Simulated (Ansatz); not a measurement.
Mn (diamond, Fd-3m) at seven volumes, PBE (plane waves, PAW; program Ansatz), scaled uniformly. One row is withheld.

| V (Å³/atom) | P (GPa) |
|---|---|
| 13.810 | 16.74 |
| 14.265 | 10.26 |
| 14.720 | ? |
| 15.176 | 0.00 |
| 15.631 | -4.05 |
| 16.086 | -7.52 |
| 16.541 | -10.48 |

**Question.** Fit the shown pressures and predict the withheld one.

**Answer.** P = (3/2)B₀(x^(7/2) − x^(5/2))[1 + (3/4)(B′ − 4)(x − 1)] with x = (V₀/V)^(2/3). Least squares on the six rows gives V₀ = 15.176 Å³/atom, B₀ = 146 GPa, B′ = 4.19. At V = 14.720, x = 1.0205 and P = 4.75 GPa. The run itself gave 4.73 GPa.

The start of the workflow was typed in or built on a structure type; neither database checked (COD, Materials Project) lists it. It is not the phase usual at ambient conditions (space group No. 217). Symmetry was held in the PBE relaxation; whether a distortion lowers the energy is not shown. The workflow began spin-polarised and lost its moments. The volume moved by -27 % from the start of the relaxation.

Potentials: the later of the program's two PAW sets.
